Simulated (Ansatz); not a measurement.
CdS (zinc blende)

```xyz
2
Lattice="0.0000 2.9635 2.9635 2.9635 0.0000 2.9635 2.9635 2.9635 0.0000" Properties=species:S:1:pos:R:3 pbc="T T T"
S      4.4453     4.4453     4.4453
Cd     0.0000     0.0000     0.0000
```

The slice is a {111} plane (indices of the conventional cell) through the point (0.000, 0.000, 0.000) (fractional), spanned by u = [100] and v = [-1 2 0] in vectors of this cell: u (4.19 Å) and v (7.26 Å, at 90° to u). It covers one period; positions are fractions (u, v).

All values below come from PBE (plane waves to 420 eV, PAW, scalar-relativistic; Ansatz, an electronic-structure program). k mesh 10×10×10. Inside the PAW spheres the values are not all-electron values, and peaks at nuclei hang on which shells count as valence. CdS was relaxed with its symmetry unable to fall. The PAW data are Ansatz's earlier set.

Task: Predict the map of the density of the lowest conduction band (whole band as if filled, smooth part) on the slice.

Result: 
```tsv
v \ u	0.00	0.12	0.25	0.38	0.50	0.62	0.75	0.88
0.86	0.080	0.059	0.021	0.053	0.125	0.053	0.021	0.059
0.71	0.025	0.023	0.020	0.019	0.019	0.019	0.020	0.023
0.57	0.023	0.035	0.073	0.043	0.002	0.043	0.073	0.035
0.43	0.040	0.021	0.038	0.036	0.004	0.037	0.038	0.021
0.29	0.094	0.048	0.018	0.032	0.043	0.032	0.018	0.048
0.14	0.050	0.053	0.044	0.029	0.023	0.029	0.044	0.053
0.00	0.258	0.003	0.065	0.026	0.017	0.026	0.065	0.003
```

Values: density of the lowest conduction band (whole band as if filled, smooth part) in e/Å³.
